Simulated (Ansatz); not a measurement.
SiC:
```cif
data_C2Si2
_chemical_formula_sum 'Si2 C2'
_space_group_name_H-M_alt 'P63mc'
_space_group_IT_number 186
_space_group_name_Hall 'P 6c -2c'
_cell_length_a 3.05634
_cell_length_b 3.05634
_cell_length_c 5.01605
_cell_angle_alpha 90.000
_cell_angle_beta 90.000
_cell_angle_gamma 120.000
loop_
_atom_site_label
_atom_site_type_symbol
_atom_site_symmetry_multiplicity
_atom_site_Wyckoff_symbol
_atom_site_fract_x
_atom_site_fract_y
_atom_site_fract_z
_atom_site_occupancy
Si1 Si 2 b 0.33333 0.66667 0.49960 1
C1 C 2 b 0.66667 0.33333 0.37540 1
```

Relaxed at zero pressure with LDA (plane waves, PAW; program Ansatz).

### Question
The volume is raised by 9 % and shape and atoms relax at that volume. What pressure results, and how do the axes share the change?

### Answer
-16.8 GPa; a 2.9 %, b 2.9 %, c 3.0 %; the energy rises by 51 meV/atom.

### Question
Give the new structure.

### Answer

Space group P6₃mc (No. 186); a = 3.145 Å, b = 3.145 Å, c = 5.165 Å, α = 90.00°, β = 90.00°, γ = 120.00°

| atom | site | symmetry | x | y | z |
|---|---|---|---|---|---|
| Si | 2b | 3m. | 0.3333 | 0.6667 | 0.4996 |
| C | 2b | 3m. | 0.6667 | 0.3333 | 0.3754 |

The phase is kept; no other phase was compared at this pressure.

Space group P6_3mc (wurtzite). The LDA relaxation kept the symmetry of its start; phonons on a q-mesh show no instability.

Potentials: the earlier of the program's two PAW sets.
